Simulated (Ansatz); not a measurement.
Zr2Ga in space group I4/mcm (No. 140; Ga on 4a, Zr on 8h) at seven volumes, the program Ansatz at the r²SCAN level (PAW), shape and atoms relaxed at each. One row is withheld.

```json
[
 {"V (Å³/atom)": "18.526", "P (GPa)": "?"},
 {"V (Å³/atom)": "19.137", "P (GPa)": "7.73"},
 {"V (Å³/atom)": "19.748", "P (GPa)": "3.59"},
 {"V (Å³/atom)": "20.359", "P (GPa)": "0.00"},
 {"V (Å³/atom)": "20.969", "P (GPa)": "-3.12"},
 {"V (Å³/atom)": "21.580", "P (GPa)": "-5.84"},
 {"V (Å³/atom)": "22.191", "P (GPa)": "-8.20"}
]
```

Fit the shown pressures and predict the withheld one.

P = (3/2)B₀(x^(7/2) − x^(5/2))[1 + (3/4)(B′ − 4)(x − 1)] with x = (V₀/V)^(2/3). Least squares on the six rows gives V₀ = 20.359 Å³/atom, B₀ = 112 GPa, B′ = 3.67. At V = 18.526, x = 1.0649 and P = 12.56 GPa. The run itself gave 12.51 GPa.

The workflow started from an entry of the Crystallography Open Database (COD). Its standing as an ambient phase is unchecked. Symmetry was held in the r²SCAN relaxation; its stability against distortions is not shown here. No spin polarisation was allowed.

Potentials: the later of the program's two PAW sets.
